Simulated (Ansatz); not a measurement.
## Relaxing GaSb in the zincblende type

First guess:

```yaml
crystal:
  lattice:
    - [0.00000, 3.14264, 3.14264]
    - [3.14264, 0.00000, 3.14264]
    - [3.14264, 3.14264, 0.00000]
  atoms:
    - { symbol: Ga, position: [0.00000, 0.00000, 0.00000] }
    - { symbol: Sb, position: [0.25000, 0.25000, 0.25000] }
```

Theory: DFT, PBE, PAW with Ansatz's default frozen-core files, scalar-relativistic in Ansatz 0.2.0.

Cell and atoms relax within the symmetry of the start on a 9×9×9 k mesh with 0.08 eV Fermi–Dirac smearing.

The start is built from a prototype, known or not as a phase of this compound; the cutoff is 420 eV.

No spin–orbit coupling, which matters for the heavy atoms here.

Problem. What is the pressure of the first guess?

Solution. -1.40 GPa.

Problem. What does it relax to?

Solution. a = 6.216 Å, b = 6.216 Å, c = 6.216 Å, α = 90.00°, β = 90.00°, γ = 90.00° (conventional cell), 30.02 Å³ per atom:
```
CELL_PARAMETERS angstrom
0.00000 3.10806 3.10806
3.10806 0.00000 3.10806
3.10806 3.10806 0.00000
ATOMIC_POSITIONS crystal
Ga 0.00000 0.00000 0.00000
Sb 0.25000 0.25000 0.25000
```

Problem. How much energy does the relaxation release?

Solution. 5 meV/atom.
